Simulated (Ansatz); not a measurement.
Here is the system:

ReC:
Space group Pm-3m (No. 221); a = b = c = 2.669 Å, α = β = γ = 90.00°

```json
[
 {"atom": "Re", "site": "1a", "symmetry": "m-3m", "x": "0.0000", "y": "0.0000", "z": "0.0000"},
 {"atom": "C", "site": "1b", "symmetry": "m-3m", "x": "0.5000", "y": "0.5000", "z": "0.5000"}
]
```

This is the PBEsol-relaxed structure.

### Question
All from DFT-PBEsol in the program Ansatz with PAW potentials, unless another level is named. Give the Hill bulk and shear moduli.

### Answer
430 and 178 GPa.

### Question
Give the elastic constants (relaxed ions, GPa).

### Answer
C11 = 1050, C12 = 118, C44 = 80.6.

A made-up cell: these elements were put on the sites of a structure type; neither database checked (COD, Materials Project) lists it. Whether it is the stable phase at ambient conditions was not checked. Symmetry was held in the PBEsol relaxation. At this level the phase is dynamically unstable (imaginary phonons). The run is not spin-polarised. As this level gives no gap, shear constants depend on the k-mesh and smearing (Fermi–Dirac, 0.1 eV here). On the denser mesh and wider smearing of the elastic run this cell carries a stress of 0.4 GPa. Scalar-relativistic: spin–orbit coupling is off unless named, which matters more the heavier the elements.

Potentials: the later of the program's two PAW sets.
